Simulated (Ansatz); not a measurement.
ScNb (P-6m2); total moment held at 1.8 μB.

```
CELL_PARAMETERS angstrom
3.06564 0.00000 0.00000
-1.53282 2.65493 0.00000
0.00000 0.00000 5.07219
ATOMIC_POSITIONS crystal
Sc 0.00000 0.00000 0.00000
Nb 0.33333 0.66667 0.50000
```

Geometry: a structure from the Materials Project; nothing is relaxed.

Settings: PBE, 14×14×8 k mesh, Fermi–Dirac smearing of 0.08 eV. PAW means Ansatz 0.2.0 on its default frozen-core files. Site moments are integrated in spheres about the atoms. Start moments (μB): Sc1 0.9, Nb2 0.9.

The self-consistent cycle went as follows.

```json
{"iteration": "1", "Harris–Foulkes energy less the last (meV)": "-1036.420", "density residual (eV)": "9.3e+00", "M (μB)": "1.8000", "∫|m| (μB)": "1.8000"}
{"iteration": "2", "Harris–Foulkes energy less the last (meV)": "-194.189", "density residual (eV)": "1.2e+00", "M (μB)": "1.8000", "∫|m| (μB)": "1.8000"}
{"iteration": "3", "Harris–Foulkes energy less the last (meV)": "-23.445", "density residual (eV)": "1.9e-01", "M (μB)": "1.8000", "∫|m| (μB)": "1.8000"}
{"iteration": "4", "Harris–Foulkes energy less the last (meV)": "-0.388", "density residual (eV)": "1.9e-02", "M (μB)": "1.8000", "∫|m| (μB)": "1.8000"}
{"iteration": "5", "Harris–Foulkes energy less the last (meV)": "0.058", "density residual (eV)": "9.8e-04", "M (μB)": "1.8000", "∫|m| (μB)": "1.8000"}
{"iteration": "6", "Harris–Foulkes energy less the last (meV)": "-0.006", "density residual (eV)": "1.5e-04", "M (μB)": "1.8000", "∫|m| (μB)": "1.8000"}
{"iteration": "7", "Harris–Foulkes energy less the last (meV)": "0.001", "density residual (eV)": "5.5e-06", "M (μB)": "1.8000", "∫|m| (μB)": "1.8000"}
{"iteration": "8", "Harris–Foulkes energy less the last (meV)": "0.000", "density residual (eV)": "4.1e-07", "M (μB)": "1.8000", "∫|m| (μB)": "1.8000"}
{"iteration": "9", "Harris–Foulkes energy less the last (meV)": "0.000", "density residual (eV)": "5.4e-09", "M (μB)": "1.8000", "∫|m| (μB)": "1.8000"}
{"iteration": "10", "Harris–Foulkes energy less the last (meV)": "0.000", "density residual (eV)": "3.6e-10", "M (μB)": "1.8000", "∫|m| (μB)": "1.8000"}
```

Site moments (μB): Sc1 0.47, Nb2 0.80. Cell moment 1.80 μB.

The Ansatz runs typed with the search for lower states off end where their start leads. None of this fixes the real material's magnetic order: only patterns that fit the cell were computed, at zero temperature, with a functional that can overstate moments.
